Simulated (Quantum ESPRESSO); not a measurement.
## Kohn-Sham bands of KI (rock salt)

```xyz
2
Lattice="0.0000 3.5424 3.5424 3.5424 0.0000 3.5424 3.5424 3.5424 0.0000" Properties=species:S:1:pos:R:3 pbc="T T T"
K      0.0000     0.0000     0.0000
I      3.5424     3.5424     3.5424
```

Structure: Materials Project mp-22898, symmetrised, not relaxed again. COD (Crystallography Open Database) has the formula in 2 space groups, this one among them (matched by group alone). Computed values, not measurements, from PBEsol: Quantum ESPRESSO (norm-conserving PseudoDojo potentials, cutoff 60 Ry, spinors with spin-orbit coupling) on a Γ-centred 6×6×6 mesh, then Wannier90. Density: 8×8×8 mesh, cold smearing 0.01 Ry.

Energies are relative to the valence-band maximum; weights are on the orthonormalised atomic waves of the pseudopotential files, averaged over the group. 16 electrons a cell are treated as valence.

```json
[
 {"bands": "1–2", "from (eV)": "-28.66", "to (eV)": "-28.66", "filling": "filled", "weight on atomic waves": "[?]"},
 {"bands": "3–8", "from (eV)": "-12.46", "to (eV)": "-12.13", "filling": "filled", "weight on atomic waves": "[?]"},
 {"bands": "9–10", "from (eV)": "-10.83", "to (eV)": "-10.55", "filling": "filled", "weight on atomic waves": "[?]"},
 {"bands": "11–16", "from (eV)": "-1.85", "to (eV)": "0.00", "filling": "filled", "weight on atomic waves": "[?]"}
]
```

Q: Which atomic shells make up each group?

A: 
- 1–2, weight on atomic waves: K 3s 99 %
- 3–8, weight on atomic waves: K 3p 98 %
- 9–10, weight on atomic waves: I 5s 90 %, K 4s 5 %, K 3p 5 %
- 11–16, weight on atomic waves: I 5p 95 %

The Kohn-Sham gap over both meshes and the path is 3.47 eV.
